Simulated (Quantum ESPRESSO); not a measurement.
In3GaAs2SiS, a curve over one atom's position

Computed values, not a measurement. The program is pw.x of Quantum ESPRESSO 7.5 (plane-wave density functional theory). The cell is made up: 8 atoms on a zincblende/diamond lattice, with randomly drawn elements, strain and displacements, not relaxed. PseudoDojo standard norm-conserving files (v0.5 for PBE, v0.4.1 for LDA and PBEsol) set the functional; there is no spin polarisation, spin-orbit coupling or dispersion term, and the masses in the input are unused placeholders.

Seven runs move atom 6 (Si, counted in the order of the input) along x and keep all else fixed.

Input of the run at +0.0083:

```
&control calculation='scf', pseudo_dir='./dojo.nc.sr.pbe.v0_5.standard.upf', outdir='./o', disk_io='low', tprnfor=.true., tstress=.true. /
&system ibrav=0, nat=8, ntyp=5, nbnd=56, ecutwfc=84.00895049, nosym=.true., tot_charge=0,
 occupations='smearing', smearing='fd', degauss=0.0073498644
/
&electrons conv_thr=7.350e-09, electron_maxstep=60, /
ATOMIC_SPECIES
As 1.0 As.upf
Ga 1.0 Ga.upf
In 1.0 In.upf
S 1.0 S.upf
Si 1.0 Si.upf
CELL_PARAMETERS angstrom
6.0182 0.0 0.0
0.0 6.0182 0.0
0.0 0.0 6.0182
ATOMIC_POSITIONS angstrom
In -0.0143 -0.0036 -0.0126
Ga 0.0002 3.0132 3.0004
In 3.0002 -0.0089 3.008
In 3.0447 3.0344 -0.0216
As 1.5104 1.4988 1.513
Si 1.532 4.4997 4.542
S 4.5037 1.5151 4.5069
As 4.4941 4.5194 1.5753
K_POINTS automatic
6 6 6 1 1 1
```

```
shift of atom 6 along x (Å)  free energy less that of the input shown (eV)  Fx on atom 6 (eV/Å)  Fy on atom 6 (eV/Å)  Fz on atom 6 (eV/Å)  pressure (GPa)  iterations
                    -0.0860                                        -0.0378               -0.010               -0.484               -0.769            0.73          11
                    -0.0693                                        -0.0365               -0.148               -0.453               -0.753            0.74          11
                    -0.0339                                        -0.0261               -0.442               -0.388               -0.720            0.77          11
                    +0.0083                                         0.0000               -0.793               -0.313               -0.685            0.82          11
                    +0.0343                                         0.0234               -1.009               -0.267               -0.666            0.87          11
                    +0.0634                                         0.0563               -1.249               -0.216               -0.646            0.92          11
                    +0.0794                                         0.0773               -1.380               -0.188               -0.637            0.96          11
```

A cubic fit gives dFx/dx = -8.31 eV/Å² at zero shift. Across the table the free energy follows the integral of the force to within 0.1 meV. A rerun of one of the cells at 1437 eV and a 8 x 8 x 8 mesh moved values by no more than 0.004 eV in energy, 0.02 GPa in stress and 0.002 eV/Å in force.